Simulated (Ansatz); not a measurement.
The start is a generated cell, Si2W placed in the Al2Cu structure type. Cell shape, volume and atoms are optimised at zero target pressure with PBE (plane waves to 420 eV, PAW, scalar-relativistic; Ansatz, an electronic-structure program). First-step values are on the input's coarse k-mesh.

Ansatz input (later rounds restart from its end on a renewed k-mesh):
Ansatz 0.2 input:
```yaml
crystal:
  lattice:
    - [-3.398755, 3.398755, 2.73476]
    - [3.398755, -3.398755, 2.73476]
    - [3.398755, 3.398755, -2.73476]
  atoms:
    - { symbol: Si, position: [0.658, 0.158, 0.816] }
    - { symbol: Si, position: [0.842, 0.658, 0.5] }
    - { symbol: Si, position: [0.158, 0.342, 0.5] }
    - { symbol: Si, position: [0.342, 0.842, 0.184] }
    - { symbol: W, position: [0.25, 0.25, 0] }
    - { symbol: W, position: [0.75, 0.75, 0] }
basis: { ecutwfc: 420, ecutrho_ratio: 4, xc_grid: 2, fft_grid_basis: typed }
kpoints: { mp_grid: { grid: [6, 6, 6] } }
hamiltonian:
  xc: pbe
  dispersion: none
  pseudopotentials: { azcp: { folder: ./paw }, kind: paw }
scf: { occupations: { method: fermi_dirac, width: 0.05 } }
relax: { f_tol: 0.01, max_steps: 100, cell: { stress_tol: 0.02 } }
output: { forces: true, stress: true }
```

Q: What pressure does the first self-consistent step give?

A: -26 GPa (negative: the cell is under tension).

Q: What is the largest force in the starting geometry, and on which atom (counted from 1)?

A: About 0.3 eV/Å, on Si1, Si2, Si3, Si4 (atoms numbered as listed).

Q: How much energy is released per atom?

A: 0.68 eV/atom.

Q: How does the volume per atom move from start to end?

A: -26.1 %, from 21.06 to 15.56 Å³/atom.

Q: How do the shortest distances between atoms change?

A: The closest pairs of elements (up to four, under 3.6 Å), start → end: Si–Si 3.04 → 2.38 Å; W–W 2.73 → 2.59 Å; Si–W 2.90 → 2.66 Å.

Q: What band gap does the relaxed structure have at this level?

A: No gap (metallic).

Q: Write out the relaxed structure.

A: 
Space group I4/mcm (No. 140); a = 6.0036 Å, b = 6.0036 Å, c = 5.1805 Å, α = 90.00°, β = 90.00°, γ = 90.00°

```json
[
 {"atom": "Si", "site": "8h", "symmetry": "m.2m", "x": "0.3597", "y": "0.1403", "z": "0.0000"},
 {"atom": "W", "site": "4a", "symmetry": "422", "x": "0.0000", "y": "0.0000", "z": "0.2500"}
]
```
(The calculation used a cell of 6 atoms; values per cell refer to that cell.)

The space group stays I4/mcm (No. 140) (the run could not lower it); the end is AFLOW prototype A2B_tI12_140_h_a (C16, as in Al2Cu), with 6 atoms in the primitive cell. Final values are on a 12×12×12 k-mesh of the relaxed cell. No spin polarisation in the result.

The run could not lose the symmetry of its start: the end is stationary, and may be a saddle point rather than a minimum.

The relaxed structure here is a generated cell of Si2W: the first start was made by placing the elements on the sites of a structure type, and the end was not matched to a known phase here, so it may be hypothetical. Known forms of Si2W include space group No. 139.
